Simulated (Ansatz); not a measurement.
BAs in space group P4_2/mnm (No. 136; B on 4g, As on 4f) at seven volumes, PBE in the plane-wave PAW code Ansatz, shape and atoms relaxed at each. One row is withheld.

| V (Å³/atom) | P (GPa) |
|---|---|
| 13.372 | 13.74 |
| 13.813 | 8.44 |
| 14.254 | ? |
| 14.694 | 0.00 |
| 15.135 | -3.34 |
| 15.576 | -6.21 |
| 16.017 | -8.66 |

Task: Fit the shown pressures and predict the withheld one.

Result: Third-order Birch–Murnaghan: P = (3/2)B₀(x^(7/2) − x^(5/2))[1 + (3/4)(B′ − 4)(x − 1)] with x = (V₀/V)^(2/3). Least squares on the six rows gives V₀ = 14.694 Å³/atom, B₀ = 120.0 GPa, B′ = 4.12. At V = 14.254, x = 1.0205 and P = 3.88 GPa. The run itself gave 3.90 GPa.

The start of the workflow was typed in or built on a structure type; neither database checked (COD, Materials Project) lists it. It is not the phase usual at ambient conditions (space group No. 216). The PBE relaxation kept the symmetry of its start; whether a distortion lowers the energy is not shown.

Potentials: the earlier of the program's two PAW sets.
